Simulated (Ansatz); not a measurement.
A relaxed cell of Pt (Fm-3m (No. 225)), relaxed on a k-mesh at least as fine as the one used below. Computed with PBE (plane waves to 420 eV, PAW, scalar-relativistic; Ansatz, an electronic-structure program). Γ-centred k-mesh 14×14×7 on the run's cell (coarser than for final values), Fermi–Dirac smearing 0.05 eV.

```yaml
crystal:
  lattice:
    - [0.00000, 1.98504, 1.98504]
    - [1.98504, 0.00000, 1.98504]
    - [3.97009, 3.97009, 0.00000]
  atoms:
    - { symbol: Pt, position: [0.00000, 0.00000, 0.00000] }
    - { symbol: Pt, position: [0.00000, 0.00000, 0.50000] }
```

The atoms are displaced by (Å):

```json
[
 {"atom": "Pt1", "ux": "0.057", "uy": "0.007", "uz": "-0.102"},
 {"atom": "Pt2", "ux": "-0.039", "uy": "0.014", "uz": "-0.020"}
]
```

Question: What forces (eV/Å) and pressure result?

Answer: 
| atom | Fx | Fy | Fz |
|---|---|---|---|
| Pt1 | -0.84 | -0.52 | 0.80 |
| Pt2 | 0.84 | 0.52 | -0.80 |

Pressure +1.5 GPa.

Question: Estimate the energy cost of the displacement in the harmonic approximation and compare with the calculation.

Answer: For a harmonic well ΔE = −½ Σ F·u = 0.072 eV a cell, or 36 meV/atom. The calculated energy relative to the undisplaced cell is +0.04 eV/atom, so the harmonic estimate holds well.

No spin polarisation in the result.

The run that gave the undisplaced cell could not lose the symmetry of its start; a randomly shaken copy of 2 atoms returns to this structure.
